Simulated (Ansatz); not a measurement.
HgTe:
Space group F-43m (No. 216); a = b = c = 6.5094 Å, α = β = γ = 90.00°

```csv
atom,site,symmetry,x,y,z
Te,4c,-43m,0.2500,0.2500,0.2500
Hg,4a,-43m,0.0000,0.0000,0.0000
```
(The calculation used a cell of 2 atoms; values per cell refer to that cell.)

Relaxed with PBEsol. The program Ansatz at the PBEsol level (PAW) gives no gap.

### Question
What gap does HSE06 give on the same cell (Ansatz, PAW)?

### Answer
It stays without a gap at the points solved. The hybrid was solved on a coarser mesh and at special points; its gap is the smallest among all of these. On such a mesh it can open a false gap in a semimetal.

| k | v1 PBEsol | c1 PBEsol | v1 HSE06 | c1 HSE06 |
|---|---|---|---|---|
| Γ | 0.00 | 0.00 | 0.00 | 0.00 |
| X | -2.20 | 1.86 | [?] | [?] |
| L | -0.95 | 0.64 | [?] | [?] |
| W | -2.48 | 3.05 | [?] | [?] |
| K | -1.82 | 2.20 | [?] | [?] |

### Question
Top valence (v1) and lowest conduction level (c1) in eV from each method's valence maximum (which need not be a listed point): supply the withheld HSE06 values.

### Answer

- L, v1 HSE06: -1.03
- L, c1 HSE06: 1.39
- X, v1 HSE06: -2.36
- X, c1 HSE06: 2.59
- K, v1 HSE06: -1.96
- K, c1 HSE06: 2.96
- W, v1 HSE06: -2.69
- W, c1 HSE06: 3.93

Cost on shared cores: the PBEsol run (SCF on a 11×11×11 mesh, then bands and DOS) roughly 60 core-seconds, the HSE06 run (SCF on 6×6×6, then a few points) roughly 3 core-minutes; the tasks are unlike.

Symmetry was held in the PBEsol relaxation. Spin–orbit coupling is left out wherever it is not named.

Potentials: the later of the program's two PAW sets.
